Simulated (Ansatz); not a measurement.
An Ansatz (a quantum-chemistry and plane-wave program) run. Input:

Ansatz 0.2 input:
```yaml
crystal:
  lattice:
    - [4.0682392362, 0.0, 0.0]
    - [0.0, 4.0682392362, 0.0]
    - [0.0, 0.0, 4.0682392362]
  atoms:
    - { symbol: Sr, position: [0.5, 0.5, 0.5] }
    - { symbol: Hf, position: [0.0, 0.0, 0.0] }
    - { symbol: O, position: [0.0, 0.5, 0.0] }
    - { symbol: O, position: [0.5, 0.0, 0.0] }
    - { symbol: O, position: [0.0, 0.0, 0.5] }
kpoints:
  mp_grid: { grid: [7, 7, 7] }
hamiltonian:
  xc: lda
  pseudopotentials: { kind: paw }
scf:
  occupations: { method: fixed }
elastic: { mode: relaxed_ion, stencil: two_point, amplitude: 0.005, f_tol: 0.0005 }
```

Output (shortened):

```
Pseudopotential: Sr, paw, valence charge 10
Pseudopotential: Hf, paw, valence charge 26
Pseudopotential: O, paw, valence charge 6
Functional definition: SPW92
Crystal: 5 atoms, lattice volume = 67.332 Å³
Basis set: ecut = 420 eV, 1357 PW (Γ)
Bands: 33, of which v1, the nominal top of the filled ones, is band 27 counted from 1 (26 counted from 0)
Symmetry: 48 space group operations
Space group: Pm-3m (ITA 221), of the structure as read, at distance tolerance 4.1e-5 Å
k-points: 20 of 343
SCF 1 converged in 13 iterations: F = -20596.519385 eV  dr2 = 4.10e-15
Crystal: 5 atoms, lattice volume = 66.995 Å³
Basis set: ecut = 420 eV, 1341 PW (Γ)
Symmetry: 16 space group operations
k-points: 40 of 343
SCF 2 converged in 12 iterations: F = -20596.517187 eV  dr2 = 2.90e-14
Crystal: 5 atoms, lattice volume = 67.668 Å³
SCF 3 converged in 9 iterations: F = -20596.517278 eV  dr2 = 3.36e-14
Crystal: 5 atoms, lattice volume = 67.331 Å³
Symmetry: 8 space group operations
k-points: 64 of 343
SCF 4 converged in 9 iterations: F = -20596.518945 eV  dr2 = 8.05e-14
Crystal: 5 atoms, lattice volume = 67.331 Å³
SCF 5 converged in 8 iterations: F = -20596.518945 eV  dr2 = 8.97e-15
SCF converged after 13 iterations
Free energy (F): -20596.519385 eV
Harris-Foulkes:  -20596.519385 eV  (|F-HF|=7.28e-12)
Internal energy: -20596.519385 eV  (E = F + TS)
E sigma→0 (E₀):  -20596.519385 eV
Fermi energy:    11.020451 eV
--- Per-component energies (eV) ---
  E_band       = -107.641020
  E_kinetic    = 1195.010516
  E_local      = -8175.817157  (includes V_loc(G=0)·N_el)
  E_nonlocal   = -874.355641
  E_hartree    = 3600.748446
  E_xc         = -689.164201
  E_vxc        = -711.362219  (∫ρ·V_xc dr)
  E_paw        = -9726.392476  (= ΣΔE_a)
  E_vpaw       = 1257.379015  (= ΣTr[D̂ρ^β])
  E_aug_tail   = 0.007576  (compensation charges beyond the density's cutoff)
  E_ewald      = -5929.598591
  E_core_change = 3.042142  (= ΣΔE_core)
  E_smearing   =  0.000000  (= −TS)
  E_closure    = 0.000000  (closes the sum)
  Σ components = -20596.519385   (vs F -20596.519385, Δ=0.00e0)
--- Forces (eV/Å), atoms counted from 1 ---
  atom   1  Sr     0.00000000     0.00000000     0.00000000
  atom   2  Hf     0.00000000     0.00000000     0.00000000
  atom   3  O      0.00000000     0.00000000     0.00000000
  atom   4  O      0.00000000     0.00000000     0.00000000
  atom   5  O      0.00000000     0.00000000     0.00000000
  max |Σ_I F_I| component: 0.0 eV/Å
--- Stress (GPa, compression-positive) ---
       -0.006319       0.000000       0.000000
        0.000000      -0.006319       0.000000
        0.000000       0.000000      -0.006319
  P = ⅓ Tr σ = -0.0063 GPa (-0.063 kbar)
--- Band table (eV; the first three rows and the last of 20) ---
  k-point 0: bands = ["-48.2766", "-21.8934", "-17.2075", "-17.2075", "-17.2075", "-5.6975", "-4.9627", "-4.9627", "-3.8919", "-3.8919", "-3.8919", "1.8228", "1.8228", "1.8228", "1.8721", "1.8721", "1.8721", "1.8823", "9.0747", "9.0747", "9.0747", "10.0600", …
  k-point 1: bands = ["-48.2765", "-21.8914", "-17.2413", "-17.2062", "-17.2062", "-5.7066", "-4.9570", "-4.8749", "-3.8875", "-3.8875", "-3.7693", "1.8237", "1.8237", "1.8384", "1.8715", "1.8745", "1.8745", "1.8821", "8.7919", "9.0321", "9.0321", "9.8405", …
  k-point 2: bands = ["-48.2762", "-21.8871", "-17.3156", "-17.2034", "-17.2034", "-5.8205", "-4.9442", "-4.5065", "-3.8778", "-3.8778", "-3.5430", "1.8254", "1.8254", "1.8700", "1.8804", "1.8804", "1.8816", "1.8856", "7.9172", "8.9415", "8.9415", "9.2966", …
  k-point 19: bands = ["-48.2744", "-21.8599", "-17.3662", "-17.3657", "-17.3657", "-4.3982", "-4.2279", "-4.2279", "-3.9227", "-3.9227", "-3.7800", "1.8800", "1.8962", "1.8962", "1.8963", "1.9688", "1.9711", "1.9711", "6.7080", "7.1913", "7.1913", "7.4194", …
--- Elastic constants: 2 strain directions × 2 members + reference (group order 48) ---
  dense FFT box of the reference and of every strained cell: 30×30×30
  strains applied: 11, 23; error gains: componentwise 1.00 (the most a stress slope's error grows in a printed constant), spectral 1.73 (1 for all six strains …
  C = ∂σ_k/∂η_j (tension-positive GPa; Voigt order 11 22 33 23 13 12):
       397.319     78.261     78.261      0.000      0.000      0.000
        78.261    397.319     78.261      0.000      0.000      0.000
        78.261     78.261    397.319      0.000      0.000      0.000
         0.000      0.000      0.000     82.895      0.000      0.000
         0.000      0.000      0.000      0.000     82.895      0.000
         0.000      0.000      0.000      0.000      0.000     82.895
  reference stress σ⁰ (GPa):      0.006      0.006      0.006      0.000      0.000      0.000
  moduli (Voigt/Reuss/Hill, GPa): K = 184.61/184.61/184.61   G = 113.55/102.61/108.08   E = 271.30   ν = 0.255
  mechanically stable: yes (min eigenvalue of sym C = 82.89 GPa)
  strain η (Voigt 11):  stress-route row diagonal C_11 = 397.32 GPa, energy-path curvature d²(F+E_count+ΔE)/dδ²/Ω₀ = 397.93 GPa
         δ    σ_11 (GPa)             F (eV)   n_scf  n_hpsi   n_pw
    -5.000e-3      -2.0338      -20596.5171870      12   33044   1341   relax 0 steps, max|allowed force component| 0.0 eV/Å
     5.000e-3       1.9394      -20596.5172785       9   26725   1357   relax 0 steps, max|allowed force component| 0.0 eV/Å
  strain η (Voigt 23):  stress-route row diagonal C_44 = 82.89 GPa, energy-path curvature d²(F+E_count+ΔE)/dδ²/Ω₀ = 82.97 GPa
         δ    σ_23 (GPa)             F (eV)   n_scf  n_hpsi   n_pw
    -5.000e-3      -0.4145      -20596.5189449       9   43967   1357   relax 0 steps, max|allowed force component| 0.0 eV/Å
     5.000e-3       0.4145      -20596.5189449       8   37838   1357   relax 0 steps, max|allowed force component| 0.0 eV/Å
```

Cost: about 18 core-seconds (a rough figure) on shared cores.

The first step of the workflow began from a Materials Project structure, measured or hypothetical; the Crystallography Open Database files this formula in space group No. 221, but the cells were not matched. Whether it is the stable phase at ambient conditions was not checked. The LDA relaxation kept the symmetry of its start. At this level the phase is dynamically unstable (imaginary phonons). The run is not spin-polarised. Spin–orbit coupling is left out wherever it is not named.

Potentials: the later of the program's two PAW sets.

Ansatz is a plane-wave DFT program.
